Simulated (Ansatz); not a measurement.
MoRh:
```xyz
4
Lattice="4.4052 0.0000 0.0000 0.0000 2.7355 0.0000 0.0000 0.0000 4.8046" Properties=species:S:1:pos:R:3 pbc="T T T"
Mo     3.3039     0.0000     0.8208
Mo     1.1013     0.0000     3.9838
Rh     3.3039     1.3677     3.2375
Rh     1.1013     1.3677     1.5671
```

Relaxed with r²SCAN.

### Question
Give the Bader charges and basin volumes of the independent atoms, plane-wave PAW r²SCAN (Ansatz code).

### Answer


```csv
atom,Bader charge (e),Bader volume (Å³)
Mo1,+0.67,13.4
Rh3,-0.67,15.5
```

Space group Pmma. The workflow started from a Materials Project entry (that database holds measured and hypothetical structures alike); the Crystallography Open Database copy checked does not list it. With Mo and Rh taken as one species the cell has the higher symmetry P6_3/mmc, so it may be an ordered model of a mixed-site phase. Whether it is the stable phase at ambient conditions was not checked. The r²SCAN relaxation kept the symmetry of its start; its stability against distortions is not shown here. The run is not spin-polarised.

Potentials: the later of the program's two PAW sets.
